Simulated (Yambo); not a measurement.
**Convergence of the G0W0 gap of WO3**

G0W0@LDA for WO3 (ReO3 type, space group Pm-3m, No. 221) in Yambo. Reference settings: 4×4×4 Γ-centred k mesh, bands 2 to 129 and a 10 Ry block in the screening, 129 bands in G with the Bruneval-Gonze terminator, plasmon pole fitted at 27.2 eV. The LDA gap R → Γ on this mesh is 0.58 eV; G0W0 gaps are taken between the same points.

```json
[
 {"change from the reference": "reference settings", "G0W0 gap R → Γ (eV)": "1.59", "shift of the valence edge (eV)": "-0.20", "rough Yambo cost": "1"},
 {"change from the reference": "70 bands in W, 70 bands in G", "G0W0 gap R → Γ (eV)": "1.66", "shift of the valence edge (eV)": "-0.11", "rough Yambo cost": "about 1/2"},
 {"change from the reference": "wavefunctions cut at 20 Ry", "G0W0 gap R → Γ (eV)": "1.53", "shift of the valence edge (eV)": "-0.07", "rough Yambo cost": "about 1/3"},
 {"change from the reference": "exchange cut at 40 Ry", "G0W0 gap R → Γ (eV)": "1.54", "shift of the valence edge (eV)": "-0.15", "rough Yambo cost": "–"},
 {"change from the reference": "exchange cut at 5 Ry", "G0W0 gap R → Γ (eV)": "0.89", "shift of the valence edge (eV)": "2.41", "rough Yambo cost": "–"},
 {"change from the reference": "32 bands in W, 32 bands in G, 8 Ry block", "G0W0 gap R → Γ (eV)": "1.86", "shift of the valence edge (eV)": "0.07", "rough Yambo cost": "about 1/6"},
 {"change from the reference": "70 bands in W, 70 bands in G, 4 Ry block", "G0W0 gap R → Γ (eV)": "1.65", "shift of the valence edge (eV)": "-0.04", "rough Yambo cost": "about 1/3"},
 {"change from the reference": "99 bands in W, 99 bands in G, 8 Ry block", "G0W0 gap R → Γ (eV)": "1.62", "shift of the valence edge (eV)": "-0.15", "rough Yambo cost": "within a factor of two"},
 {"change from the reference": "2 Ry block", "G0W0 gap R → Γ (eV)": "1.91", "shift of the valence edge (eV)": "-0.20", "rough Yambo cost": "within a factor of two"},
 {"change from the reference": "4 Ry block", "G0W0 gap R → Γ (eV)": "1.57", "shift of the valence edge (eV)": "-0.09", "rough Yambo cost": "within a factor of two"},
 {"change from the reference": "2×2×2 mesh", "G0W0 gap R → Γ (eV)": "1.54", "shift of the valence edge (eV)": "-0.09", "rough Yambo cost": "about 1/10"},
 {"change from the reference": "70 bands in W, 70 bands in G, 4 Ry block, no terminator", "G0W0 gap R → Γ (eV)": "1.69", "shift of the valence edge (eV)": "0.16", "rough Yambo cost": "about 1/3"},
 {"change from the reference": "99 bands in W, 99 bands in G, 4 Ry block, no terminator", "G0W0 gap R → Γ (eV)": "1.61", "shift of the valence edge (eV)": "0.07", "rough Yambo cost": "within a factor of two"},
 {"change from the reference": "99 bands in W, 99 bands in G, no terminator", "G0W0 gap R → Γ (eV)": "1.59", "shift of the valence edge (eV)": "0.10", "rough Yambo cost": "within a factor of two"},
 {"change from the reference": "4 Ry block, no terminator", "G0W0 gap R → Γ (eV)": "1.56", "shift of the valence edge (eV)": "0.00", "rough Yambo cost": "within a factor of two"}
]
```

The reference isn't shown to be the converged limit. Costs are rough (shared machines), scaled to the same edge states, and given only for runs that recompute the screening.

Spin-orbit coupling is left out, which matters for elements this heavy: edges can move by tenths of an eV. The cell is held in this high symmetry; tilts and polar distortions were not searched.

Geometry relaxed with LDA; primitive cell a = b = c = 3.7688 Å, α = β = γ = 90.00°.

The structure is a Materials Project entry; no match was found in the copy of COD used, and its stability was not checked.

A shift is the quasiparticle energy of the state minus its LDA energy.
